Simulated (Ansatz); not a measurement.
A generated cell, not matched to a known phase here, of Sc$_{3}$Al: P6₃/mmc (No. 194), hP8; a = 6.3141 Å, b = 6.3141 Å, c = 5.0362 Å, α = 90.00°, β = 90.00°, γ = 120.00°; Sc 6h (0.344, 0.172, 0.250); Al 2c (0.333, 0.667, 0.250). Method: r2SCAN (plane waves to 500 eV, PAW, scalar-relativistic; Ansatz, a quantum-chemistry and plane-wave program). Element references, the lowest calculated here: Sc (P6₃/mmc), Al (Fm-3m).

Total energies (eV/atom, σ → 0; comparable only within this code, potentials and settings):

```json
[
 {"phase": "Sc3Al (P6₃/mmc)", "E (eV/atom)": "-1740.823"},
 {"phase": "Sc (P6₃/mmc)", "E (eV/atom)": "-2140.561"},
 {"phase": "Al (Fm-3m)", "E (eV/atom)": "-540.413"},
 {"phase": "ScAl3 (Pm-3m)", "E (eV/atom)": "-940.940"}
]
```

### Question
What is the formation energy of this P6₃/mmc form of Sc3Al from the elements?

### Answer
E_f = -1740.823 − [3 × (-2140.561) + 1 × (-540.413)] / 4 = -0.30 eV/atom (-1.2 eV per formula unit).

A lower structure of this composition may exist.

Static energies, no anion corrections, no zero-point energy. Values are rounded to 0.01 eV/atom. Not shown to be the ambient phase of their composition (a lower form may be missing, and a cell relaxed within its start's symmetry can be a saddle point): Sc3Al (P6₃/mmc). The compounds carry no spin polarisation.
